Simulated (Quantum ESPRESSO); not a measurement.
# Planted mistakes on one cell of GeGa3N3C

The results below are calculated, not measured. They come from pw.x of Quantum ESPRESSO 7.5, a plane-wave density functional program, with PseudoDojo standard norm-conserving files (v0.5 for PBE, v0.4.1 for LDA and PBEsol). The cells are made up: elements, strain and atom displacements were drawn at random, and nothing was relaxed. There is no spin polarisation, spin-orbit coupling or dispersion term.

The cell has 8 sites of a wurtzite lattice (rectangular cell). Sites 1 to 4 hold Ge Ga Ga Ga; sites 5 to 8 hold N N C N. Cell vectors in Å: (3.231, 0.045, 0.043); (0.078, 5.717, -0.056); (0.069, -0.053, 5.369). Settings: PBE, cutoff 1143 eV, 5 x 4 x 4 k mesh shifted by half a step, Fermi-Dirac smearing of 0.025 eV.

The intended run has a self-consistency threshold of 1e-07 eV, a smearing term of 0.000 eV, a pressure of -2.20 GPa and 13 iterations. Each further run changes one thing: all lengths scaled by 0.9804; atoms of sites 7 and 8 exchanged; cutoff 771 eV; files of LDA; k mesh 2 x 2 x 2; one electron removed; smearing 0.78 eV; threshold 0.6 eV. A coarse mesh keeps the shift, and a charged cell sits in a uniform background.

| run | change of free energy (eV) | smearing term -TS (eV) | change of P (GPa) | largest change of a force component (eV/Å) | iterations |
| --- | --- | --- | --- | --- | --- |
| A | 0.096 | 0.000 | 10.29 | 0.496 | 12 |
| B | 10.980 | 0.000 | -9.97 | 0.192 | 13 |
| C | 0.051 | 0.000 | 1.58 | 0.258 | 4 |
| D | 5.833 | 0.000 | -84.78 | 0.031 | 12 |
| E | -9.802 | -0.007 | -23.70 | 1.270 | 13 |
| F | -0.549 | -2.068 | 3.04 | 0.426 | 13 |
| G | -0.968 | 0.000 | -0.77 | 0.174 | 12 |
| H | 0.591 | 0.000 | 1.17 | 2.129 | 13 |

A rerun of the intended cell at 1437 eV and k mesh 7 x 6 x 6 moved values by no more than 0.015 eV in the cell's energy, 0.07 GPa in stress and 0.017 eV/Å in force.

Question: which change belongs to which run?

## Worked reading

Run C has the fewest iterations, as a run stopped early does. Run F has the largest smearing term, as wide smearing gives. Run D has a higher energy and the largest fall in pressure, as too small a basis gives. Run A changes the volume by a factor of 0.9423; minus its pressure change over the logarithm of that factor, 173 GPa, is a rough bulk modulus with clamped atoms. Energies from files of another functional, or of a charged cell, have another zero and say nothing on stability; the pressure of a charged cell rests on the program's zero of potential too.

## Key

```
run                            change
  A      all lengths scaled by 0.9804
  B                      files of LDA
  C                  threshold 0.6 eV
  D                     cutoff 771 eV
  E              one electron removed
  F                  smearing 0.78 eV
  G                  k mesh 2 x 2 x 2
  H  atoms of sites 7 and 8 exchanged
```